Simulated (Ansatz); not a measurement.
LiCl:
```yaml
crystal:
  lattice:
    - [0.00000, 2.57514, 2.57514]
    - [2.57514, 0.00000, 2.57514]
    - [2.57514, 2.57514, 0.00000]
  atoms:
    - { symbol: Li, position: [0.00000, 0.00000, 0.00000] }
    - { symbol: Cl, position: [0.50000, 0.50000, 0.50000] }
```

Cartesian axes are those of the cell as given.

Problem. Give the high-frequency dielectric tensor and the Born effective charge tensors of the independent atoms from DFPT, DFT-PBE in the program Ansatz with PAW potentials.

Solution. 
ε∞:
```
2.94  0.00  0.00
0.00  2.94  0.00
0.00  0.00  2.94
```
Z* of atom 1 (Li), rows: field, columns: displacement, in e:
```
1.19  0.00  0.00
0.00  1.19  0.00
0.00  0.00  1.19
```
Z* of atom 2 (Cl), rows: field, columns: displacement, in e:
```
-1.19   0.00   0.00
 0.00  -1.19   0.00
 0.00   0.00  -1.19
```

Static charges for comparison (Bader): Li1 +0.90, Cl2 -0.90 e. Born charges measure polarisation by displacement and can exceed these by far.

Space group Fm-3m (rock salt). Symmetry was held in the PBE relaxation; phonons on a q-mesh show no instability.

Potentials: the later of the program's two PAW sets.
